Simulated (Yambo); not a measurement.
Yambo run on SiC (zinc blende, space group F-43m, No. 216). The wavefunctions are PBEsol (pw.x of Quantum ESPRESSO, ONCV potentials, scalar-relativistic) ones on a 6×6×6 mesh (4 occupied bands); a = b = c = 3.081 Å, α = β = γ = 60.00°.

Yambo input:

```
rim_cut
gw0
dyson
el_el_corr
HF_and_locXC
cohsex
em1s
RandQpts= 1000000
RandGvec= 1 Ry
EXXRLvcs= 82 Ry
VXCRLvcs= 328 Ry
Chimod= "HARTREE"
% BndsRnXs
 1 | 76 |
%
NGsBlkXs= 14 Ry
% LongDrXs
 1.0 | 1.0 | 1.0 |
%
ExtendOut
% QPkrange
 1 | 1 | 4 | 4 |
 13 | 13 | 4 | 5 |
%
```

k points by index: 1 = Γ, 13 = X.

Table of the .qp output:

```
#    K-point    Band    Eo [eV]    E [eV]    E-Eo [eV]    Vxc [eV]    Vnlxc [eV]    Sc|Eo [eV]    Re(Z)    Im(Z)
#
    1    4    0.000000    -3.744201    -3.744201    -14.79592    -17.47756    -1.062560    1.000000    0.000000
    13    4    -3.218851    -7.096398    -3.877546    -13.49306    -17.36818    -0.002430    1.000000    0.000000
    13    5    1.239822    -0.376660    -1.616483    -10.66151    -6.507087    -5.770906    1.000000    0.000000
```
(The two width columns are left out.) Convergence of these settings isn't established.

Geometry relaxed with PBEsol.
